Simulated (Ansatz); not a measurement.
**H: computed property card**

H:
```xyz
1
Lattice="-0.9010 0.9010 0.9010 0.9010 -0.9010 0.9010 0.9010 0.9010 -0.9010" Properties=species:S:1:pos:R:3 pbc="T T T"
H      0.0000     0.0000     0.0000
```

Space group Im-3m (No. 229), bcc (W type); conventional cell a = 1.8019 Å, b = 1.8019 Å, c = 1.8019 Å, α = 90.00°, β = 90.00°, γ = 90.00°.

Method: the program Ansatz at the r²SCAN level (PAW). Geometry: relaxed at this level of theory. Other levels are named where they apply.

**Cell and energy**

* **Volume per atom**: 2.93 Å³
* **Density**: 0.57 g/cm³

**Electronic structure**

* **Electronic character**: metallic (no gap)
* **Density of states at the Fermi level**: 0.09 states/eV per atom (mean over ±0.08 eV)

**Mechanics**

Bulk modulus (Birch–Murnaghan fit): 113 GPa
Pressure derivative B′: 3.2
Elastic constants (relaxed ions, GPa): C11 = 85.4, C12 = 127, C44 = -92.4
Mechanical stability: unstable (C has a negative eigenvalue)

A made-up cell: these elements were put on the sites of a structure type; the Crystallography Open Database files this formula in space group No. 229, but the cells were not matched. It is not the usual solid phase (space group No. 194). The r²SCAN relaxation kept the symmetry of its start. The substance is a gas or liquid at ambient conditions. As this level gives no gap, shear constants depend on the k-mesh and smearing (Fermi–Dirac, 0.1 eV here).

Potentials: the later of the program's two PAW sets.
